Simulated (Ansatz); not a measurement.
The start is a randomly generated symmetric cell of Ti3Al (space group No. 160). Cell shape, volume and atoms are optimised at zero target pressure with PBEsol (plane waves to 420 eV, PAW, scalar-relativistic; Ansatz, an electronic-structure program). The first steps use a coarse 9×9×9 k-mesh.

Input geometry:
```
CELL_PARAMETERS angstrom
      4.00662     2.31322     1.39270
     -4.00662     2.31322     1.39270
      0.00000    -4.62645     1.39270
ATOMIC_POSITIONS crystal
  Al 0.37995 0.37995 0.37995
  Ti 0.72675 0.22527 0.72675
  Ti 0.72675 0.72675 0.22527
  Ti 0.22527 0.72675 0.72675
```

Problem. What pressure does the first self-consistent step give?

Solution. -3.8 GPa (negative: the cell is under tension).

Problem. What is the largest force in the starting geometry, and on which atom (counted from 1)?

Solution. 2.35 eV/Å, on Ti2, Ti3, Ti4 (atoms numbered as listed).

Problem. By how much does the energy per atom fall from start to end?

Solution. 0.86 eV/atom.

Problem. How does the volume change?

Solution. -15.7 %, from 19.36 to 16.33 Å³/atom.

Problem. How do the shortest distances between atoms change?

Solution. The closest pairs of elements (up to four, under 3.6 Å), start → end: Al–Ti 2.44 → 2.73 Å; Ti–Ti 2.70 → 2.75 Å; Al–Al 4.18 → 2.89 Å.

Problem. Is the relaxed structure metallic? Give its gap.

Solution. No gap (metallic).

Problem. What does it relax into? Give the structure.

Solution. 
Space group R3m, hexagonal axes (No. 160); a = 8.852 Å, b = 8.852 Å, c = 2.888 Å, α = 90.00°, β = 90.00°, γ = 120.00°

```csv
atom,site,symmetry,x,y,z
Al,3a,3m,0.0000,0.0000,0.6284
Ti,9b,.m,0.1541,0.3083,0.1043
```
(The calculation used a cell of 4 atoms; values per cell refer to that cell.)

The space group stays R3m (No. 160) (the run could not lower it), with 4 atoms in the primitive cell. Final values are on a 17×17×17 k-mesh of the relaxed cell. No spin polarisation in the result.

The run could not lose the symmetry of its start, so the end can be a saddle point.

The relaxed structure here is a generated cell of Ti3Al: the first start was made by a random draw of sites in a space group, and the end was not matched to a known phase here, so it may be hypothetical. Known forms of Ti3Al include space group No. 194.
